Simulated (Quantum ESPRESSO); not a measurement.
**Band energies of ZnGeP2**

```
CELL_PARAMETERS angstrom
     -2.72124     2.72124     5.36477
      2.72124    -2.72124     5.36477
      2.72124     2.72124    -5.36477
ATOMIC_POSITIONS crystal
  P  0.12956 0.62500 0.00456
  P  0.37500 0.37956 0.50456
  P  0.62044 0.12500 0.99544
  P  0.87500 0.87044 0.49544
  Zn 0.75000 0.25000 0.50000
  Zn 0.00000 0.00000 0.00000
  Ge 0.25000 0.75000 0.50000
  Ge 0.50000 0.50000 0.00000
```

PBEsol (Quantum ESPRESSO, PseudoDojo norm-conserving, 84 Ry, scalar-relativistic); path ΓXYSΓZS1NPY1Z,XP; energies in eV from the valence-band maximum.

```
k (1/Å)  point  band 40  band 41  band 42  band 43  band 44  band 45  band 46  band 47
-------  -----  -------  -------  -------  -------  -------  -------  -------  -------
0.00         Γ    -2.60    -2.60    -0.08    -0.08     0.00     1.28     1.35     1.56
0.41              -2.77    -2.15    -1.78    -1.30    -0.32     1.77     2.10     2.92
0.82         X    -1.88    -1.20    -1.20    -0.75    -0.75     1.18     1.18     2.97
0.82         Y    -2.29    -1.31    -1.31    -1.10    -1.10     1.57     1.57     3.44
1.25         S    -3.16    -2.38    -2.13    -1.17    -0.85     1.35     2.43     2.53
1.61              -2.40    -2.33    -1.78    -1.06    -0.79     2.01     2.70     2.88
1.97         Γ    -2.60    -2.60    -0.08    -0.08     0.00     1.28     1.35     1.56
2.56         Z    -2.53    -1.95    -1.95    -1.36    -1.36     1.18     1.18     1.38
2.99        S1    -3.16    -2.38    -2.13    -1.17    -0.85     1.35     2.43     2.53
2.99         N    -2.76    -2.50    -1.90    -1.66    -0.98     2.37     2.47     2.75
3.27              -2.40    -1.86    -1.63    -1.30    -1.18     1.93     2.25     2.85
3.56         P    -2.42    -1.18    -1.18    -1.12    -1.12     1.84     1.84     2.79
3.92        Y1    -2.29    -1.31    -1.31    -1.10    -1.10     1.57     1.57     3.44
4.29              -2.79    -1.85    -1.85    -1.45    -1.45     1.50     1.50     2.06
4.53         Z    -2.53    -1.95    -1.95    -1.36    -1.36     1.18     1.18     1.38
4.53         X    -1.88    -1.20    -1.20    -0.75    -0.75     1.18     1.18     2.97
4.82         P    -2.42    -1.18    -1.18    -1.12    -1.12     1.84     1.84     2.79
```

The PBEsol gap is indirect, 1.13 eV, from Γ to 50 % of the way from Z to S1; the smallest direct gap is 1.28 eV.

Spin-orbit splittings are left out.

Geometry of the Materials Project entry, not relaxed at this level.
